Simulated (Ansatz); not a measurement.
IrC:
```
CELL_PARAMETERS angstrom
      3.04414     0.00000     0.00000
     -1.52207     2.63630     0.00000
      0.00000     0.00000     2.66744
ATOMIC_POSITIONS crystal
  Ir 0.00000 0.00000 0.00000
  C  0.33333 0.66667 0.50000
```

Relaxed with PBE. Special points in fractions of this cell's reciprocal vectors: Γ (0.000, 0.000, 0.000); M (0.500, 0.000, 0.000); K (0.333, 0.333, 0.000); A (0.000, 0.000, 0.500); L (0.500, 0.000, 0.500); H (0.333, 0.333, 0.500).

Task: List the band energies nearest the Fermi level at these points for PBE with spin–orbit coupling (plane waves, PAW; program Ansatz).

Result: In eV from the Fermi level; about four levels below and three above (degenerate sets whole), none deeper than 8.9 eV; points with the same levels are listed once.

```tsv
k	below	above
Γ	-1.14 -1.14 -0.40 -0.40	2.73 2.73 2.90 2.90
M	-0.84 -0.84 -0.15 -0.15	4.00 4.00 8.35 8.35
K	-2.20 -2.16 -0.80 -0.02	4.70 5.01 11.05 11.05
A	-4.11 -4.11 -3.29 -3.29	0.82 0.82 1.69 1.69 1.69 1.69
L	-2.06 -2.06 -1.03 -1.03	0.06 0.06 2.42 2.42
H	-3.63 -2.91 -0.69 -0.49	1.11 1.36 1.96
```

Space group P-6m2. The start of the workflow was typed in or built on a structure type; neither database checked (COD, Materials Project) lists it. Whether it is the stable phase at ambient conditions was not checked. The cell was relaxed with PBE under the symmetry of its start; its stability against distortions is not shown here. No spin polarisation was allowed. Its formation energy is positive at this level, so the cell may be metastable or incomplete.

Potentials: the earlier of the program's two PAW sets.
